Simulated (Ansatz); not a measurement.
An elastic tensor (GPa, Voigt order, standard axes) from plane-wave PAW r²SCAN (Ansatz code):

```
 235  40.9  61.3   0.0   0.0   0.0
40.9   235  61.3   0.0   0.0   0.0
61.3  61.3   217   0.0   0.0   0.0
 0.0   0.0   0.0  80.4   0.0   0.0
 0.0   0.0   0.0   0.0  80.4   0.0
 0.0   0.0   0.0   0.0   0.0  96.8
```

### Question
Which of these materials gives this?
A. YAl3, P6_3/mmc (Y on 2d, Al on 6h)
B. Mg, P6/mmm (Mg on 1a, Mg on 2d)
C. Zr2AlN, P6_3/mmc (Zr on 4f, Al on 2d, N on 2a)
D. Zr4Al3, P6/mmm (Zr on 2e, Zr on 2d, Al on 3f)

### Answer
D, Zr4Al3, P6/mmm (Zr on 2e, Zr on 2d, Al on 3f)

The workflow started from a Materials Project entry (that database holds measured and hypothetical structures alike); the Crystallography Open Database copy checked does not list it. Whether it is the stable phase at ambient conditions was not checked. The r²SCAN relaxation kept the symmetry of its start; its stability against distortions is not shown here. No spin polarisation was allowed. As this level gives no gap, shear constants depend on the k-mesh and smearing (Fermi–Dirac, 0.1 eV here).

Potentials: the later of the program's two PAW sets.
